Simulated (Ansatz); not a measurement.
A geometry of AlNi away from equilibrium: the start of the relaxation of a generated cell, AlNi built in the AFLOW prototype AB_oP8_62_c_c (B16, as in GeS). Method: r2SCAN (plane waves to 500 eV, PAW, scalar-relativistic; Ansatz, an electronic-structure program). Γ-centred k-mesh 4×11×9 on the run's cell (coarser than for final values), Fermi–Dirac smearing 0.05 eV.

```xyz
8
Lattice="8.8443 0.0000 0.0000 0.0000 3.0896 0.0000 0.0000 0.0000 3.6413" Properties=species:S:1:pos:R:3:forces:R:3 pbc="T T T" free_energy=-25541.679 pressure_GPa=16.9
Al     3.3166     0.7724     1.2125    2.7799    0.0000    1.7533
Al     7.7388     0.7724     0.6081    2.7799    0.0000   -1.7533
Al     5.5277     2.3172     2.4287   -2.7799    0.0000   -1.7533
Al     1.1055     2.3172     3.0332   -2.7799    0.0000    1.7533
Ni     1.2294     0.7724     1.4165   -2.0533    0.0000   -1.2147
Ni     5.6515     0.7724     0.4042   -2.0533    0.0000    1.2147
Ni     7.6150     2.3172     2.2248    2.0533    0.0000    1.2147
Ni     3.1928     2.3172     3.2371    2.0533    0.0000   -1.2147
```

Positions in Å, forces in eV/Å, free energy of the cell in eV (comparable only within this code, potentials and settings). Largest force: 3.29 eV/Å, on Al1, Al2, Al3, Al4 (atoms numbered as listed); the geometry lies 0.58 eV/atom above the end of its relaxation.

Spin-polarised start, with parallel moments on Ni.

No spin polarisation in the result: the starting moments vanished. A magnetic state may lie lower.

The run could not lose the symmetry of its start; a randomly shaken copy of 8 atoms returns to this structure.

The end of the path is a generated cell of AlNi: the first start was made by placing the elements on the sites of a structure type, and the end was not matched to a known phase here, so it may be hypothetical. Known forms of AlNi include space group No. 221.
